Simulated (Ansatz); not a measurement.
The guess for C was made by a generator: one element on all sites of the Zn3N2 type (P6_3/mmc, No. 194). Lengths were set from tabulated atomic sizes, so they are only a guess.

```cif
data_structure
_symmetry_space_group_name_H-M 'P6_3/mmc'
_symmetry_Int_Tables_number 194
_cell_length_a 2.6479
_cell_length_b 2.6479
_cell_length_c 9.3406
_cell_angle_alpha 90.000
_cell_angle_beta 90.000
_cell_angle_gamma 120.000
_cell_volume 56.72
loop_
_atom_site_label
_atom_site_type_symbol
_atom_site_symmetry_multiplicity
_atom_site_Wyckoff_symbol
_atom_site_fract_x
_atom_site_fract_y
_atom_site_fract_z
_atom_site_occupancy
C1 C 4 f 0.33333 0.66667 0.57903 1
C2 C 2 b 0.00000 0.00000 0.75000 1
C3 C 2 d 0.33333 0.66667 0.75000 1
C4 C 2 a 0.00000 0.00000 0.50000 1
```

Method: Ansatz, DFT PBE, scalar-relativistic, plane waves, PAW. Cutoff 420 eV, Gaussian smearing, Γ-centred meshes. Cell and atoms relax first on a coarse mesh and then on a finer one. In between, the cell is made exact in the group found at 0.06 Å. In metals the finer mesh still leaves noise of several meV/atom or more. The steps can't lower the symmetry of their start. No spin polarisation in the relaxation; trial moments died out in a coarse test.

A guess keeps its type if space group and coordination stay and the shape of the cell changes little (axis ratios within about 15 %, angles within 6°); the volume may change.

Question: Will the relaxed cell still be of the starting type?

Answer: It doesn't keep its type. The symmetry stays P6_3/mmc (No. 194). The volume per atom grows by 81.5 %, from 5.7 to 10.3 Å³. The shortest distance goes from 1.53 Å (C–C) to 1.43 Å (C–C). The ratio c/a of the conventional cell changes by a factor of 2.20. Counting neighbours within 15 % of an atom's shortest distance, the start has C 3/4/5/6 and the end C 3/6. In detail, at the end C on a site of symmetry 3m has 3 C at 1.68 Å; around C on a site of symmetry -6m2 lie 3 C at 1.43 Å; around C on a second site of symmetry -6m2 lie 3 C at 1.43 Å; 1 more site not described.

```cif
data_structure
_symmetry_space_group_name_H-M 'P6_3/mmc'
_symmetry_Int_Tables_number 194
_cell_length_a 2.4835
_cell_length_b 2.4835
_cell_length_c 19.2700
_cell_angle_alpha 90.000
_cell_angle_beta 90.000
_cell_angle_gamma 120.000
_cell_volume 102.93
loop_
_atom_site_label
_atom_site_type_symbol
_atom_site_symmetry_multiplicity
_atom_site_Wyckoff_symbol
_atom_site_fract_x
_atom_site_fract_y
_atom_site_fract_z
_atom_site_occupancy
C1 C 4 f 0.33333 0.66667 0.54505 1
C2 C 2 b 0.00000 0.00000 0.75000 1
C3 C 2 d 0.33333 0.66667 0.75000 1
C4 C 2 a 0.00000 0.00000 0.50000 1
```

Energies count from the standard state of C at the same level.

Question: At what energy does it end?

Answer: +1.80 eV/atom. So it is a metastable form at best.

The last run used an 18×18×2 mesh (in the run's order of axes) for its 10-atom cell and Gaussian smearing of 0.10 eV. No dispersion correction is applied, so the spacing and binding between layers, chains or molecules are poorly described. The reference form of C is held partly by dispersion forces, which this level lacks. A structure relaxed within its symmetry needn't be a true minimum.

In counts of neighbours, a slash parts the counts of unlike sites.
